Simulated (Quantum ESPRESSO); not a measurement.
## One change at a time to InMo3PdSn2Ta

All numbers below are calculated, not measured. They come from Quantum ESPRESSO 7.5, a public plane-wave density functional program. Each row is one single-point run on a made-up periodic cell of eight metal atoms, with elements, volume, strain and displacements drawn at random and not relaxed, so a cell may be unstable or far from any real phase. There is no spin polarisation or spin-orbit coupling.

Settings: PBE unless stated; PseudoDojo standard norm-conserving files; Fermi-Dirac width 0.25 eV, which means electrons at about 2900 K; cutoff 1143 eV; 8 x 5 x 3 k mesh shifted half a step off Gamma. E is the free energy of the whole cell (internal energy minus TS), so a -TS column is already part of it. Stress is positive in tension, and the pressure P is minus a third of its trace.

Checks: one run of this series was repeated at a higher cutoff and on a denser mesh, which moved values by no more than 0.007 eV, 0.09 GPa and 0.016 eV/Å, and a second program with other atomic files agreed on it to 2 % rms in force and 0.5 GPa in pressure. Known limits: the tin pseudopotential is less sure than most, with forces differing by about three percent from a second method on plain tin; heavy elements are run without spin-orbit coupling, which real alloys of them have; a spin test at this wide smearing found no moment, but such smearing suppresses magnetism that the real alloy may have.

The lattice is face-centred cubic, and the cell vectors in Å are (0.000, -2.149, -2.149); (-4.297, 2.149, -2.149); (6.446, 6.446, -4.297), a volume of 158.70 Å³ in run 1. The elements on sites 1 to 8 are Pd Sn In Mo Mo Sn Ta Mo. Each later run makes one change to run 1 and keeps the rest. E is counted from run 1, and is n/a where other atomic files have another zero of energy.

```
run                           change  V (Å³)  P (GPa)  -TS (eV)  rms force (eV/Å)  largest change of a force component (eV/Å)  E (eV)
  1                             none  158.70    -8.29    -1.599             0.812                                       0.000   0.000
  2          sites 1 and 8 exchanged  158.70    -8.35    -1.596             0.837                                       0.581   0.009
  3    all lengths scaled by +1.22 %  164.58   -11.81    -1.679             0.766                                       0.133       ?
  4           PBEsol in place of PBE  158.70   -13.51    -1.599             0.808                                       0.104     n/a
  5  site 3 moved by +0.11 Å along z  158.70    -8.20    -1.603             0.870                                       0.594   0.117
```

## Worked estimate

Along a uniform scaling dE = -P dV. The mean of the two pressures is -10.050 GPa and the volume changes by 5.88 Å³, with 160.2 GPa to one eV/Å³. The same two rows give -V dP/dV = 97 GPa for this cell with clamped atoms, which is not the bulk modulus of a real alloy.

## Withheld value

Question: what E should run 3 give?

The estimate is 0.369 eV. The calculation gave 0.371 eV.
